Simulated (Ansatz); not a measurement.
The cell is an ordered 4-atom cell of Mg2SO on the rocksalt lattice (R-3m); cell and atoms were relaxed with r2SCAN. Space group R-3m (No. 166), trigonal; conventional cell a = 3.340 Å, c = 16.492 Å, 13.28 Å³ an atom. O is surrounded by 6 Mg at 2.26 Å; S is surrounded by 6 Mg at 2.48 Å; Mg is surrounded by 3 O at 2.26 Å and 3 S at 2.48 Å.

```
CELL_PARAMETERS angstrom
1.66996 0.96415 5.49749
-1.66996 0.96415 5.49749
0.00000 -1.92831 5.49749
ATOMIC_POSITIONS crystal
O 0.00000 0.00000 0.00000
S 0.50000 0.50000 0.50000
Mg 0.26166 0.26166 0.26166
Mg 0.73834 0.73834 0.73834
```

3 runs of the plane-wave code Ansatz on this cell differ in the functional (and in the settings that go with it). Levels are in eV from each run's valence top; v1 is the last filled band, c1 the first empty one.

Run A, mean stress +2.5 GPa (compression positive):
```tsv
point	v5	v3	v1	c1	c2	c3
Γ	-3.01	-1.65	0.00	1.00	5.97	8.29
T	-3.95	-3.00	-0.05	2.99	5.97	6.33
H₂	-5.09	-3.76	-2.36	4.46	5.59	5.68
L	-5.23	-3.48	-1.30	4.46	5.39	5.44
```

Run B, mean stress -0.4 GPa (compression positive):
```tsv
point	v5	v3	v1	c1	c2	c3
Γ	-3.50	-1.93	0.00	2.75	7.87	10.34
T	-4.58	-3.48	-0.06	4.86	7.85	8.42
H₂	-5.67	-4.12	-2.56	6.36	7.53	7.71
L	-5.75	-4.02	-1.43	6.37	7.26	7.42
```

Run C, mean stress -0.4 GPa (compression positive):
```tsv
point	v5	v3	v1	c1	c2	c3
Γ	-3.48	-1.92	0.00	2.05	7.15	9.58
T	-4.54	-3.46	-0.06	4.13	7.11	7.67
H₂	-5.63	-4.08	-2.54	5.62	6.78	6.96
L	-5.70	-3.99	-1.42	5.62	6.51	6.68
```

**Question.** Match the runs to PBE, HSE06, PBE0.

**Answer.** A is PBE, B is PBE0, C is HSE06. In order of the gap: PBE 1.00, HSE06 2.05, PBE0 2.75 eV.

These are computed values for a spin-unpolarised cell that may be hypothetical; none is a measurement.

The stress of a hybrid is loosely converged in these runs.
